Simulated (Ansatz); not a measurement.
Relaxed-ion elastic tensor of AlGa3N4 in space group P-43m (No. 215; Al on 1a, Ga on 3c, N on 4e) in GPa (Voigt order), plane-wave PAW r²SCAN (Ansatz code); density 5.45 g/cm³, 11.13 Å³ per atom.

```json
[
 {"": "1", "1": "290", "2": "155", "3": "155", "4": "0.0", "5": "0.0", "6": "0.0"},
 {"": "2", "1": "155", "2": "290", "3": "155", "4": "0.0", "5": "0.0", "6": "0.0"},
 {"": "3", "1": "155", "2": "155", "3": "290", "4": "0.0", "5": "0.0", "6": "0.0"},
 {"": "4", "1": "0.0", "2": "0.0", "3": "0.0", "4": "168", "5": "0.0", "6": "0.0"},
 {"": "5", "1": "0.0", "2": "0.0", "3": "0.0", "4": "0.0", "5": "168", "6": "0.0"},
 {"": "6", "1": "0.0", "2": "0.0", "3": "0.0", "4": "0.0", "5": "0.0", "6": "168"}
]
```

Q: Is the crystal mechanically stable?

A: Yes: the smallest eigenvalue of C is 135 GPa.

Q: Work out the Voigt, Reuss and Hill averages.

A: K_V = 200, K_R = 200, K_H = 200; G_V = 128, G_R = 105, G_H = 117 GPa.

Q: Give Young's modulus, Poisson's ratio, Pugh's ratio and the universal anisotropy index.

A: E = 9KG/(3K + G) = 293 GPa; ν = 0.26; K/G = 1.72 (near the Pugh limit of 1.75, no verdict); A_U = 5G_V/G_R + K_V/K_R − 6 = 1.07.

Q: Estimate the sound speeds and the Debye temperature.

A: v_l = √((K + 4G/3)/ρ) = 8080 m/s, v_t = √(G/ρ) = 4630 m/s, mean 5140 m/s; Θ = (h/k)(3n/4πV)^(1/3) v_m = 686 K.

Q: Give the Zener ratio and Young's modulus along [100], [110] and [111].

A: A = 2C44/(C11 − C12) = 2.49; 1/E = S11 − 2(S11 − S12 − S44/2)Γ with Γ = 0, 1/4, 1/3 gives 182, 305, 394 GPa.

Q: Solve the Christoffel equation for the three sound speeds along [100], [110], [111].

A: Eigenvalues of C_ijkl n_j n_l equal ρv² (piezoelectric stiffening left out). In km/s, slowest first: [100] 5.56, 5.56, 7.30; [110] 3.52, 5.56, 8.47; [111] 4.31, 4.31, 8.83.

The workflow started from a Materials Project entry (that database holds measured and hypothetical structures alike); the Crystallography Open Database copy checked does not list it. With Al and Ga taken as one species the cell has the higher symmetry F-43m, so it may be an ordered model of a mixed-site phase. Whether it is the stable phase at ambient conditions was not checked. The cell was relaxed with r²SCAN under the symmetry of its start; its stability against distortions is not shown here.

Potentials: the later of the program's two PAW sets.
